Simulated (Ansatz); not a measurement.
LaP:
```
CELL_PARAMETERS angstrom
      0.00000     3.03632     3.03632
      3.03632     0.00000     3.03632
      3.03632     3.03632     0.00000
ATOMIC_POSITIONS crystal
  P  0.50000 0.50000 0.50000
  La 0.00000 0.00000 0.00000
```

r²SCAN in the plane-wave PAW code Ansatz gives a gap of 0.11 eV without spin–orbit coupling, maximum at Γ, minimum at X.

**Question.** What happens when spin–orbit coupling is switched on?

**Answer.** The gap falls by 0.04 eV, to 0.07 eV; maximum at Γ, minimum at X.

**Question.** How large is the spin–orbit splitting of the valence top at Γ?

**Answer.** The fourfold level lies 0.10 eV above the split-off pair.

**Question.** Give the electron effective mass with spin–orbit coupling.

**Answer.** 0.081, 0.081, 1.4 mₑ (principal values).

**Question.** Give the hole effective mass with spin–orbit coupling, band 1 of 2 at the edge.

**Answer.** 0.92 along [100], 0.46 along [110], 0.34 along [111] (mₑ).

**Question.** Give the hole effective mass with spin–orbit coupling, band 2 of 2 at the edge.

**Answer.** 0.18 along [100], 0.22 along [110], 0.26 along [111] (mₑ).

Space group Fm-3m (rock salt). The workflow started from an entry of the Crystallography Open Database (COD). Whether it is the stable phase at ambient conditions was not checked. The cell was relaxed with r²SCAN under the symmetry of its start; its stability against distortions is not shown here.

Potentials: the later of the program's two PAW sets.
